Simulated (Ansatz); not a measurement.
Ti$_{3}$GeC$_{2}$:
```
CELL_PARAMETERS angstrom
      3.09032     0.00000     0.00000
     -1.54516     2.67630     0.00000
      0.00000     0.00000    17.79589
ATOMIC_POSITIONS crystal
  Ti 0.66667 0.33333 0.86707
  Ti 0.33333 0.66667 0.13293
  Ti 0.33333 0.66667 0.36707
  Ti 0.66667 0.33333 0.63293
  Ti 0.00000 0.00000 0.00000
  Ti 0.00000 0.00000 0.50000
  Ge 0.00000 0.00000 0.75000
  Ge 0.00000 0.00000 0.25000
  C  0.66667 0.33333 0.42799
  C  0.33333 0.66667 0.57201
  C  0.33333 0.66667 0.92799
  C  0.66667 0.33333 0.07201
```

Relaxed with r²SCAN. Special points in fractions of this cell's reciprocal vectors: Γ (0.000, 0.000, 0.000); M (0.500, 0.000, 0.000); K (0.333, 0.333, 0.000); A (0.000, 0.000, 0.500); L (0.500, 0.000, 0.500); H (0.333, 0.333, 0.500).

**Question.** List the band energies nearest the Fermi level at these points for DFT-r²SCAN in the program Ansatz with PAW potentials.

**Answer.** In eV from the Fermi level; about four levels below and three above (degenerate sets whole), none deeper than 8.9 eV; points with the same levels are listed once.

```json
[
 {"k": "Γ", "below": "-2.04 -2.04 -1.99 -1.99 -1.59", "above": "0.42 0.46 0.46"},
 {"k": "M", "below": "-2.21 -2.14 -1.79 -1.71", "above": "1.26 1.44 1.49"},
 {"k": "K", "below": "-2.58 -2.58 -2.44 -2.41", "above": "0.09 0.09 0.98"},
 {"k": "A", "below": "-2.02 -2.02 -2.02 -2.02 -2.00 -2.00", "above": "0.48 0.48 0.48 0.48"},
 {"k": "L", "below": "-2.17 -2.17 -1.75 -1.75", "above": "1.46 1.46 1.47 1.47"},
 {"k": "H", "below": "-2.60 -2.60 -2.43 -2.43", "above": "0.09 0.09 1.08 1.08"}
]
```

Space group P6_3/mmc. The workflow started from a Materials Project entry (that database holds measured and hypothetical structures alike); the Crystallography Open Database copy checked does not list it. Whether it is the stable phase at ambient conditions was not checked. Symmetry was held in the r²SCAN relaxation; its stability against distortions is not shown here. No spin polarisation was allowed. Spin–orbit coupling is left out wherever it is not named.

Potentials: the later of the program's two PAW sets.
